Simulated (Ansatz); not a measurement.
The relaxed structure here is a generated cell of Ta2H: the first start was made by placing the elements on the sites of a structure type, and the end was not matched to a known phase here, so it may be hypothetical.

The end point of a relaxation of Ta$_{2}$H. Space group P6/mmm (No. 191). Calculation: r2SCAN (plane waves to 500 eV, PAW, scalar-relativistic; Ansatz, a program for electronic structure).

Space group P6/mmm (No. 191); a = b = 4.548 Å, c = 2.703 Å, α = β = 90.00°, γ = 120.00°

```json
[
 {"atom": "H", "site": "1a", "symmetry": "6/mmm", "x": "0.0000", "y": "0.0000", "z": "0.0000"},
 {"atom": "Ta", "site": "2d", "symmetry": "-6m2", "x": "0.3333", "y": "0.6667", "z": "0.5000"}
]
```

```json
{
  "volume_per_atom": "16.14 Å³",
  "density": "12.44 g/cm³",
  "band_gap": "zero (metallic)",
  "shortest_distances": "Ta–Ta 2.63 Å; H–H 2.70 Å; H–Ta 2.95 Å",
  "k-mesh": "12×12×17"
}
```

Band energies at high-symmetry points (eV from the Fermi level; labels of this space group; no spin-orbit coupling), from −5 eV up to 1.5 eV:

```tsv
point	energies
Γ	-3.06 -1.65 -0.58 -0.58 0.23 0.23 0.99
M	-4.94 -3.24 -1.60 -1.32 -1.26
K	-4.14 -4.14 -1.24 -1.24 -1.06
A	-2.90 -2.88 -2.60 -2.60 1.08 1.08
L	-4.30 -3.28 -1.05 -0.83 -0.63 -0.07 1.09
H	-4.76 -1.82 -1.82 -1.45 -0.18 -0.18 0.53
```

No spin polarisation in the result. The relaxed primitive cell holds an odd number of electrons. A magnetic state may lie lower.

The run could not lose the symmetry of its start: the end is stationary, and may be a saddle point rather than a minimum.

All atoms sit on sites fixed by symmetry, so only the cell could relax.
